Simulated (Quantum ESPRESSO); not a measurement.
```cif
data_Cs2O16P4Ta2
_chemical_formula_sum 'O16 P4 Cs2 Ta2'
_space_group_name_H-M_alt 'C2/m'
_space_group_IT_number 12
_space_group_name_Hall '-C 2y'
_cell_length_a 8.84545
_cell_length_b 5.29086
_cell_length_c 9.01689
_cell_angle_alpha 90.000
_cell_angle_beta 93.280
_cell_angle_gamma 90.000
loop_
_atom_site_label
_atom_site_type_symbol
_atom_site_symmetry_multiplicity
_atom_site_Wyckoff_symbol
_atom_site_fract_x
_atom_site_fract_y
_atom_site_fract_z
_atom_site_occupancy
O1 O 4 i 0.20864 0.00000 0.08484 1
O2 O 8 j 0.44861 0.23662 0.14588 1
O3 O 4 i 0.32388 0.00000 0.35245 1
P1 P 4 i 0.35507 0.00000 0.19182 1
Cs1 Cs 2 c 0.50000 0.50000 0.50000 1
Ta1 Ta 2 a 0.00000 0.00000 0.00000 1
```
(The calculation used a cell of 12 atoms; values per cell refer to that cell.)

The geometry is that of Materials Project entry mp-559118, symmetrised and not relaxed again.

What does PBEsol (Quantum ESPRESSO, PseudoDojo norm-conserving, 84 Ry, without SOC) give for the electronic structure near the Fermi level?

The PBEsol gap is indirect, 3.39 eV, from L to Γ; the smallest direct gap is 3.46 eV. Without spin-orbit coupling, band edges of such heavy elements can be off by tenths of an eV.

The structure is a Materials Project entry; no match was found in the copy of COD used, and its stability was not checked.
